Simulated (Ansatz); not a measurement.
Values for one crystal, relaxed and computed with r²SCAN in the plane-wave PAW code Ansatz; other levels are named.

Volume per atom: 17.89 Å³
Electronic character: metallic (no gap)
Formation energy from the elements (no fitted shifts): -0.95 eV/atom
Density of states at the Fermi level: 0.36 states/eV per atom (mean over ±0.08 eV)

Which of these materials gives this?
A. LaSi2Ru2, I4/mmm (La on 2a, Si on 4e, Ru on 4d)
B. La2InGe2, P4/mbm (La on 4h, In on 2a, Ge on 4g)
C. LaAl2Si2, P-3m1 (La on 1a, Al on 2d, Si on 2d)
D. TaSiPt, Pnma (Ta on 4c, Si on 4c, Pt on 4c)

A, LaSi2Ru2, I4/mmm (La on 2a, Si on 4e, Ru on 4d)

The first step of the workflow began from a Materials Project structure, measured or hypothetical; the Crystallography Open Database files this formula in space group No. 139, but the cells were not matched. Whether it is the stable phase at ambient conditions was not checked. The r²SCAN relaxation kept the symmetry of its start; its stability against distortions is not shown here. The run is not spin-polarised. The references are the lowest solids computed at this level, not always the standard phases. Spin–orbit coupling is left out wherever it is not named.

Potentials: the earlier of the program's two PAW sets.
